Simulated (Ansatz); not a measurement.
# Sn4Pd (Ccce): electronic heat capacity and spin susceptibility from the density of states

Computed with Ansatz 0.2.0, DFT PBEsol, scalar-relativistic, plane waves, PAW.

Cutoff 420 eV; k points 6×6×6 on the computed 10-atom cell (Γ-centred); Gaussian smearing, width 0.10 eV; no spin polarisation.

Relaxed cell: Ccce, a = 6.442 Å, b = 11.437 Å, c = 6.396 Å, α = 90.00°, β = 90.00°, γ = 90.00°, 10 atoms in the primitive cell. Whether it is the stable form of this composition wasn't checked.

The density of states at the Fermi level is 3.198 states/eV in the cell of 10 atoms (2 formula units; both spins, tetrahedra on a 9×9×9 mesh). Averaged over bins of 0.1 eV the density runs from 3.2 to 4.4 states/eV within 0.2 eV of the Fermi level, so the figure hangs on the exact place of that level.

Task: What Sommerfeld coefficient and Pauli susceptibility does this give?

Result: Per formula unit N(E_F) = 1.599 states/eV. γ = (π²/3) k_B² N(E_F) N_A = 2.357 mJ/(mol K²) per state/eV, so γ = 3.8 mJ/(mol K²), a mole of formula units. χ_P = μ_B² N(E_F) N_A = 3.23×10⁻⁵ emu/mol per state/eV gives 5.2×10⁻⁵ emu/mol. This is the bare band result: a measured γ of the same phase is as a rule larger by a factor 1 + λ from phonons and spin fluctuations, the spin part of χ is larger by the Stoner factor, and a measured χ also holds orbital and core terms. N(E_F) at one energy is sensitive to the mesh where the density of states has sharp peaks.